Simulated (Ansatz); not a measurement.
Given:

GaIr (CsCl type)

```xyz
4
Lattice="5.9968 0.0000 0.0000 2.9984 2.9984 0.0000 0.0000 0.0000 2.9984" Properties=species:S:1:pos:R:3 pbc="T T T"
Ga     0.0000     0.0000     0.0000
Ga     2.9984     0.0000     0.0000
Ir     7.4960     1.4992     1.4992
Ir     4.4976     1.4992     1.4992
```

The atoms are displaced by Q × the pattern below (from a DFPT mode at M = (0.5, 0.5, 0.0), largest move 1; Q in Å), at fixed cell. (q is in reciprocal vectors of the primitive cell; the cell shown is doubled to hold the pattern.)

```
atom      x      y       z
----  -----  -----  ------
Ga1   0.000  0.000  -1.000
Ga2   0.000  0.000   1.000
```

Atoms not listed stay in place.

Calculation: LDA (plane waves to 420 eV, PAW, scalar-relativistic; Ansatz, a program for electronic structure). k mesh 15×15×15 (Γ-centred), Fermi-Dirac smearing 0.05 eV. Energies are smeared free energies. With partly filled bands, energies and forces of such displacements shift with the k mesh and the smearing. GaIr is run without spin polarisation. GaIr was relaxed with its symmetry unable to fall. Spin-orbit coupling is left out, though Ir is heavy. The zero of ΔE is the undisplaced structure.

The scan covers Q from -0.180 to 0.180 Å in 13 points.

**Question.** Which space group does the distorted structure have?

**Answer.** P4/nmm (No. 129), lowered from Pm-3m.

**Question.** What is the energy change at Q = 0.180 Å?

**Answer.** 193 meV/cell.

**Question.** What harmonic wavenumber does the curvature at Q = 0 give?

**Answer.** 152 cm⁻¹.

(For displaced atoms, the force is minus the slope of the energy, and its curvature is a force constant, which sets phonon frequencies.)
